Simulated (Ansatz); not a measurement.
Relaxed Cd (hcp, Mg type):

```xyz
2
Lattice="3.0159 0.0000 0.0000 -1.5080 2.6119 0.0000 0.0000 0.0000 5.8216" Properties=species:S:1:pos:R:3 pbc="T T T"
Cd     0.0000     1.7412     4.3662
Cd     1.5080     0.8706     1.4554
```

In each cell atom 2 (Cd, nearest neighbour Cd at 3.016 Å; its periodic images, 3.0 Å or more away, move with it) moves by s·(0.707, 0.707, 0.000) (along Cartesian [110]), the rest being held.

Computed with PBE (plane waves to 420 eV, PAW, scalar-relativistic; Ansatz, an electronic-structure program). k mesh 14×14×7 (Γ-centred), Fermi-Dirac smearing 0.05 eV. E stands for the smeared free energy. With partly filled bands, energies and forces of such displacements shift with the k mesh and the smearing. On this mesh the relaxed cell isn't quite at rest: it carries a pressure of 0.2 GPa (compression positive) at the zero of the scan. Cd was relaxed with its symmetry unable to fall. The PAW data are Ansatz's earlier set. The relaxed volume of Cd is well above the measured one; the method has no dispersion term. ΔE is measured from the undisplaced structure.

The scan covers s from -0.600 to 0.600 Å in 11 points.

**Question.** Is this a single well or a double well?

**Answer.** A single well with its minimum at or next to zero displacement.

**Question.** Is the energy the same for displacements of ±0.600 Å, and if not, which side lies higher?

**Answer.** Not even: the positive side lies higher at ±0.600 Å. With its periodic images moving along, the atom's site symmetry in this cell is -6m2.

**Question.** What force acts on the atom along the line at s = -0.600 Å?

**Answer.** 0.041 eV/Å.

**Question.** What is the force constant k = d²E/ds² of this move at s = 0?

**Answer.** 0.19 eV/Å².

(A displaced cell: forces are minus the slopes of the energy, force constants its curvatures, and phonons follow from these.)
